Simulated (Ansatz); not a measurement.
SiO₂:
```
SiO2
1.0
    4.98389     0.00000     0.00000
    0.00000     4.98389     0.00000
    0.00000     0.00000     6.92368
Si O
4 8
Cartesian
  1.50482   1.50482   0.00000
  0.98713   3.99676   1.73092
  3.47907   3.47907   3.46184
  3.99676   0.98713   5.19276
  1.18804   0.53940   1.25279
  1.95254   3.67999   2.98371
  3.79584   4.44449   4.71463
  3.03134   1.30390   6.44555
  3.67999   1.95254   3.93997
  4.44449   3.79584   2.20905
  1.30390   3.03134   0.47813
  0.53940   1.18804   5.67089
```

Relaxed with r²SCAN.

Give the Bader charges and basin volumes of the independent atoms, DFT-r²SCAN in the program Ansatz with PAW potentials.



| atom | Bader charge (e) | Bader volume (Å³) |
|---|---|---|
| Si1 | +3.37 | 2.7 |
| O5 | -1.68 | 19.1 |

Space group P4_12_12. The cell was relaxed with r²SCAN under the symmetry of its start.

Potentials: the later of the program's two PAW sets.
